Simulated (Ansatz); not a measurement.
### Question
Each is relaxed and computed with LDA in the plane-wave PAW code Ansatz. Which is the only one with a gap?
(A) Ge2Mo, MoSi2 or CaC2 type
(B) YSi2Pt2, I4/mmm (Y on 2a, Si on 4e, Pt on 4d)
(C) TiSi2, Fddd (Si on 16f, Ti on 8a)
(D) SiGe, wurtzite

### Answer
D, SiGe, wurtzite. SiGe: gap 0.32 eV (indirect); Ge2Mo: metal; TiSi2: metal; YSi2Pt2: metal. Standing as an ambient phase not checked: SiGe, wurtzite; Ge2Mo, MoSi2 or CaC2 type; YSi2Pt2, I4/mmm (Y on 2a, Si on 4e, Pt on 4d). All cells were relaxed under the symmetry of their starts (and spin orders); stability against distortions was not tested throughout. Rows with no word on spin ran without spin polarisation. Scalar-relativistic: spin–orbit coupling is off unless named, which matters more the heavier the elements.

Potentials: the later of the program's two PAW sets.
